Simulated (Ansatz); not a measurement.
SrHfN₂:
```cif
data_Hf4N8Sr4
_chemical_formula_sum 'Sr4 Hf4 N8'
_space_group_name_H-M_alt 'Pna21'
_space_group_IT_number 33
_space_group_name_Hall 'P 2c -2n'
_cell_length_a 6.38617
_cell_length_b 7.89353
_cell_length_c 5.75227
_cell_angle_alpha 90.000
_cell_angle_beta 90.000
_cell_angle_gamma 90.000
loop_
_atom_site_label
_atom_site_type_symbol
_atom_site_symmetry_multiplicity
_atom_site_Wyckoff_symbol
_atom_site_fract_x
_atom_site_fract_y
_atom_site_fract_z
_atom_site_occupancy
Sr1 Sr 4 a 0.41715 0.12073 0.47669 1
Hf1 Hf 4 a 0.06477 0.12631 0.99539 1
N1 N 4 a 0.11934 0.66266 0.42874 1
N2 N 4 a 0.04547 0.09158 0.34520 1
```

Relaxed with r²SCAN.

Tabulate the valence density and the electron localisation function along the shortest Hf–N contact (2.03 Å), DFT-r²SCAN in the program Ansatz with PAW potentials.



| distance from Hf (Å) | density (e/Å³) | ELF |
|---|---|---|
| 0.20 | 44.90 | 0.85 |
| 0.31 | 31.72 | 0.85 |
| 0.41 | 19.79 | 0.84 |
| 0.51 | 11.09 | 0.81 |
| 0.61 | 5.72 | 0.72 |
| 0.71 | 2.85 | 0.58 |
| 0.81 | 1.52 | 0.41 |
| 0.92 | 1.01 | 0.28 |
| 1.02 | 0.85 | 0.27 |
| 1.12 | 0.87 | 0.41 |
| 1.22 | 1.02 | 0.62 |
| 1.32 | 1.30 | 0.78 |
| 1.42 | 1.75 | 0.81 |
| 1.53 | 2.40 | 0.78 |
| 1.63 | 3.06 | 0.66 |
| 1.73 | 3.47 | 0.43 |
| 1.83 | 3.52 | 0.18 |

The density is the valence pseudo-density with augmentation charge, so density and ELF within about 1 Å of a nucleus are not all-electron values.

Space group Pna2_1. The start of the workflow was typed in or built on a structure type; neither database checked (COD, Materials Project) lists it. Whether it is the stable phase at ambient conditions was not checked. Symmetry was held in the r²SCAN relaxation; whether a distortion lowers the energy is not shown. No spin polarisation was allowed. Scalar-relativistic: spin–orbit coupling is off unless named, which matters more the heavier the elements.

Potentials: the earlier of the program's two PAW sets.
